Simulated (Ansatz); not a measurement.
# Sensitivity of the gradients in InP with Sn replacing In to the input

Cell: a supercell of InP (zinc blende type, F-43m) built from an entry of the Crystallography Open Database (COD) (the entry's cell lengths or inner coordinates differ somewhat from later room-temperature determinations), with all atoms left at the host's positions.

Space group F-43m (No. 216); a = 17.5830 Å.

| site | Wyckoff | site symmetry | x | y | z |
| --- | --- | --- | --- | --- | --- |
| Sn | 4a | -43m | 0.0000 | 0.0000 | 0.0000 |
| In2 | 48h | ..m | 0.1667 | 0.0000 | 0.1667 |
| In5 | 16e | .3m | 0.3333 | 0.8333 | 0.1667 |
| In9 | 16e | .3m | 0.6667 | 0.6667 | 0.3333 |
| In15 | 24f | 2.mm | 0.5000 | 0.6667 | 0.5000 |
| P28 | 16e | .3m | 0.0833 | 0.9167 | 0.0833 |
| P29 | 24g | 2.mm | 0.2500 | 0.9167 | 0.2500 |
| P33 | 48h | ..m | 0.5833 | 0.7500 | 0.4167 |
| P41 | 16e | .3m | 0.4167 | 0.5833 | 0.4167 |
| P54 | 4c | -43m | 0.7500 | 0.2500 | 0.7500 |

One atom of each set is listed; the run and its k-mesh use a cell of 54 atoms with edges of 12.43, 12.43, 12.43 Å.

Reference run. All values are calculated (Ansatz; DFT, PBE, plane waves and PAW, scalar-relativistic, 420 eV cutoff, Γ-centred 2×2×2 k-points, Fermi–Dirac smearing 0.01 eV, cell charge -1), not measured.

**Question.** The input is changed as follows: `basis.ecutwfc`: not typed → 25.7 Ry. What happens to V_zz (10²¹ V/m²) and η?

**Answer.** 

```tsv
site	V_zz reference	η reference	V_zz changed	η changed
Sn	0.00	–	0.00	–
In2	1.30	0.20	1.30	0.20
In5	-0.056	0.00	-0.055	0.00
In9	-0.085	0.00	-0.084	0.00
In15	-0.032	0.20	-0.032	0.20
P28	2.92	0.00	2.92	0.00
P29	0.57	0.04	0.57	0.04
P33	0.081	0.65	0.081	0.66
P41	-0.082	0.00	-0.082	0.00
```

No V_zz moves by more than 0.01. Other sites without a gradient aren't listed. SCF iterations: 10 and 10. New warnings: cutoff below recommended. In the changed run the cutoff of 350 eV lies below the one recommended for these PAW files, yet the gradients stay close to the reference.

On the reference run: The run isn't spin-polarised, and a state with spin may lie lower. The defect repeats with the cell of 54 atoms, so it feels its images: sites between two images don't show the values beside a lone defect, and zeros or small values of η there can come from the images' arrangement. A uniform background compensates the cell's charge. The defect cell has no gap above 0.1 eV on its mesh, so the values can hang on the smearing and the k-mesh. Without spin–orbit coupling (the program notes it for In and Sn) the gradients can shift somewhat, as the gap is small. The neighbours have not yet relaxed around the defect (largest force 0.090 eV/Å), so a real crystal will differ.
